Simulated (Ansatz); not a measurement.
# Is this Sc₄BP₃ structure a true minimum?

The cell was found from a structure generator's guess, not taken from experiment.

Method: DFT PBE, scalar-relativistic, plane waves, PAW in Ansatz. Settings: cutoff 420 eV, Γ-centred mesh 6×8×6 on the computed 8-atom cell, Gaussian smearing of 0.10 eV; no spin polarisation.

The cell below (8 atoms, space group P2/m (No. 10)) is relaxed within its symmetry.

```
CELL_PARAMETERS angstrom
5.40423 0.00000 -0.00240
0.00000 3.85553 0.00000
-0.02578 0.00000 6.70561
ATOMIC_POSITIONS crystal
Sc 0.25740 0.00000 0.68016
Sc 0.74260 0.00000 0.31984
Sc 0.73028 0.50000 0.84660
Sc 0.26972 0.50000 0.15340
B 0.50000 0.00000 0.00000
P 0.00000 0.00000 0.00000
P 0.50000 0.50000 0.50000
P 0.00000 0.50000 0.50000
```

For the test it was strained at random (σ = 1.5 % a component), the atoms were moved at random (σ = 0.10 Å), and all was relaxed again on a coarse 6×4×4 mesh (in the run’s order of axes) with 0.20 eV smearing, with no symmetry imposed.

Question: Does it come back?

Answer: It doesn't return. The energy falls by 16 meV/atom on that mesh, the volume changes by -0.5 %, and the end has space group Pm (No. 6) at a loose tolerance. Relaxed again on a 6×8×6 mesh with 0.10 eV smearing, the new structure lies 18 meV/atom below the first (mesh in the axes of the run's cell; the cell below is made exact in the group named). Space group Pm (No. 6), monoclinic, a = 5.309 Å, b = 3.870 Å, c = 6.771 Å, β = 90.2°. Sc on its first site is surrounded by 1 B at 2.51 Å and 5 P at 2.53–2.65 Å; around Sc on its second site lie 1 B at 2.57 Å and 5 P at 2.64–2.69 Å; B is surrounded by 1 P at 2.09 Å and 6 Sc at 2.47–2.62 Å; P on its first site has 1 B at 2.09 Å and 6 Sc at 2.53–2.73 Å; 4 more sites not described.

```xyz
8
Lattice="5.3086 0.0000 0.0000 0.0000 3.8700 0.0000 -0.0208 0.0000 6.7707" Properties=species:S:1:pos:R:3 pbc="T T T"
Sc    3.9296    0.0000    2.3132
Sc    1.3491    0.0000    4.7401
Sc    1.4404    1.9350    0.9294
Sc    3.8735    1.9350    5.5731
B     2.9451    0.0000    0.0009
P     5.0350    0.0000    0.0367
P     2.5117    1.9350    3.3536
P     0.0875    1.9350    3.3650
```
